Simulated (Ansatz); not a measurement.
Computed properties of CsSnBr₃

CsSnBr3:
```yaml
crystal:
  lattice:
    - [5.75269, 0.00000, 0.00000]
    - [0.00000, 5.75269, 0.00000]
    - [0.00000, 0.00000, 5.75269]
  atoms:
    - { symbol: Cs, position: [0.00000, 0.00000, 0.00000] }
    - { symbol: Sn, position: [0.50000, 0.50000, 0.50000] }
    - { symbol: Br, position: [0.00000, 0.50000, 0.50000] }
    - { symbol: Br, position: [0.50000, 0.50000, 0.00000] }
    - { symbol: Br, position: [0.50000, 0.00000, 0.50000] }
```

Space group Pm-3m (No. 221), cubic perovskite; conventional cell a = b = c = 5.753 Å, α = β = γ = 90.00°.

Method: PBEsol in the plane-wave PAW code Ansatz. Geometry: relaxed at this level of theory. Other levels are named where they apply.

Cell and energy:

- Volume per atom = 38.08 Å³
- Density = 4.29 g/cm³
- Formation energy from the elements (no fitted shifts) = -1.22 eV/atom

Electronic structure:

- Electronic character = no gap, with almost no states at the Fermi level (zero-gap or semimetallic)
- Density of states at the Fermi level = 0.00 states/eV per atom (mean over ±0.08 eV)
- HSE06 gap on the PBEsol cell = 0.58 eV (a hybrid on a coarse mesh can open a false gap in a semimetal)
- Gap with spin–orbit coupling = none (metallic)

Mechanics:

Bulk modulus (Birch–Murnaghan fit): 22.2 GPa
Pressure derivative B′: 4.6
Elastic constants (relaxed ions, GPa): C11 = 53.4, C12 = 7.2, C44 = 4.9
Mechanical stability: stable (all eigenvalues of C positive)
Hill bulk and shear moduli: 22.6 and 9.7 GPa
Young's modulus: 25.4 GPa
Poisson's ratio: 0.31
Debye temperature from the elastic constants: 149 K

Charges:

- Bader charges = Cs +0.87, Sn +1.09, Br -0.65 e

The PBEsol relaxation kept the symmetry of its start. As this level gives no gap, shear constants depend on the k-mesh and smearing (Fermi–Dirac, 0.1 eV here). The references are the lowest solids computed at this level, not always the standard phases. Spin–orbit coupling is left out wherever it is not named.

Potentials: the later of the program's two PAW sets.
